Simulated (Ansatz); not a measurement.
# Relaxing Sn

Method: DFT PBEsol, scalar-relativistic, plane waves, PAW (Ansatz 0.2.0). (420 eV cutoff, 12×12×4 k-mesh, Gaussian smearing of 0.10 eV, no spin polarisation)

What was changed in Cu: Cu → Sn on all its sites, cell and atoms relaxed.

Command:

```bash
ansatz run input.yaml --threads 1 --pin off --max-ram 2560MiB --backend cpu --events-out ev --progress --plain --runs-dir out
```

Input:

```yaml
crystal:
  lattice:
    - [3.3727196199, 0.0, 0.0]
    - [-1.68635981, 2.9208608707, 0.0]
    - [0.0, 0.0, 10.7321884107]
  atoms:
    - { symbol: Sn, position: [0.0, 0.0, 0.0] }
    - { symbol: Sn, position: [0.3333333333, 0.6666666667, 0.25] }
    - { symbol: Sn, position: [0.0, 0.0, 0.5] }
    - { symbol: Sn, position: [0.6666666667, 0.3333333333, 0.75] }
basis:
  ecutwfc: 420
kpoints:
  mp_grid: { grid: [12, 12, 4] }
hamiltonian:
  xc: pbesol
scf:
  occupations: { method: gaussian, width: 0.1 }
output:
  forces: true
  stress: true
  eigenvalues: true
relax:
  adjacent_minimum: "off"
  f_tol: 0.01
  max_steps: 60
  cell: { stress_tol: 0.1 }
```

F is the free energy. Steps run on the plane waves of an earlier cell, but the last one, and at times one on the way, on a freshly chosen basis, so a repeated geometry can differ a little in energy.

Steps:

| step | F − F(1) (eV) | largest force component (eV/Å) | V (Å³/atom) | P (GPa) |
| --- | --- | --- | --- | --- |
| 1 | 0.0000 | 0.000 | 26.431 | -0.15 |
| 2 | -0.0007 | 0.000 | 26.331 | 0.08 |
| 3 | -0.0008 | 0.000 | 26.365 | 0.01 |
| 4 | -0.0007 | 0.000 | 26.365 | 0.01 |

Relaxed structure:

```xyz
4
Lattice="3.3622 0.0000 0.0000 -1.6811 2.9118 0.0000 0.0000 0.0000 10.7721" Properties=species:S:1:pos:R:3 pbc="T T T"
Sn    0.0000    0.0000    0.0000
Sn    0.0000    1.9412    2.6930
Sn    0.0000    0.0000    5.3861
Sn    1.6811    0.9706    8.0791
```

Symmetry: P6_3/mmc, No. 194, hexagonal system. The conventional cell has a = 3.362 Å, b = 3.362 Å, c = 10.772 Å, α = 90.00°, β = 90.00°, γ = 120.00°. Sn (site symmetry -3m) has 12 Sn at 3.32 to 3.36 Å as nearest neighbours. Sn (site symmetry -6m2) is surrounded by 12 Sn at 3.32 to 3.36 Å.

The run converged. Time: 48 s on 1 thread of Intel(R) Xeon(R) Platinum 8259CL CPU @ 2.50GHz (Skylake/Cascade Lake) (shared host), peak memory 0.51 GiB.